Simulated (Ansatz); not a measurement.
SiW:
```yaml
crystal:
  lattice:
    - [5.36503, 0.00000, 0.00000]
    - [-2.68252, 4.64626, 0.00000]
    - [0.00000, 0.00000, 4.21836]
  atoms:
    - { symbol: W, position: [0.50000, 0.00000, 0.00000] }
    - { symbol: W, position: [0.50000, 0.50000, 0.00000] }
    - { symbol: W, position: [0.00000, 0.50000, 0.00000] }
    - { symbol: Si, position: [0.00000, 0.00000, 0.00000] }
    - { symbol: Si, position: [0.33333, 0.66667, 0.50000] }
    - { symbol: Si, position: [0.66667, 0.33333, 0.50000] }
```

Relaxed with PBE. Special points in fractions of this cell's reciprocal vectors: Γ (0.000, 0.000, 0.000); M (0.500, 0.000, 0.000); K (0.333, 0.333, 0.000); A (0.000, 0.000, 0.500); L (0.500, 0.000, 0.500); H (0.333, 0.333, 0.500).

Question: List the band energies nearest the Fermi level at these points for PBE (plane waves, PAW; program Ansatz).

Answer: In eV from the Fermi level; about four levels below and three above (degenerate sets whole), none deeper than 8.9 eV; points with the same levels are listed once.

```
k                          below                above
-  -----------------------------  -------------------
Γ  -2.46 -2.46 -2.25 -2.22 -2.22       1.41 1.41 1.63
M        -1.62 -0.88 -0.34 -0.27       1.53 1.72 2.22
K        -1.00 -1.00 -0.30 -0.30  0.86 2.50 2.63 2.63
A        -1.34 -0.72 -0.11 -0.11  1.48 1.48 1.69 1.69
L        -1.18 -0.48 -0.48 -0.16       0.47 0.97 1.79
H  -1.18 -1.18 -0.33 -0.26 -0.22  0.24 0.24 0.61 0.61
```

Space group P6/mmm. A made-up cell: these elements were put on the sites of a structure type; neither database checked (COD, Materials Project) lists it. Its standing as an ambient phase is unchecked. The cell was relaxed with PBE under the symmetry of its start; whether a distortion lowers the energy is not shown. The run is not spin-polarised. Spin–orbit coupling is left out wherever it is not named.

Potentials: the later of the program's two PAW sets.
